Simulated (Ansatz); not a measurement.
An element in the fcc structure gives these cold pressures by all-electron LAPW under PBE (Ansatz 0.2.0, scalar-relativistic, no spin polarisation).

```
V (Å³/atom)  P (GPa)
      15.64    -0.04
      14.08     34.7
      12.51    100.5
      10.95    226.5
       9.39    476.9
       7.82     1006
       6.26     2235
```

(1) Which element is it?

Results:

(1) Pt. Its zero-pressure volume in this structure is near 15.6 Å³/atom; the volume and the steepness of P(V) together point to it, though neighbours can come close. Other candidates weren't computed, and some may come near.
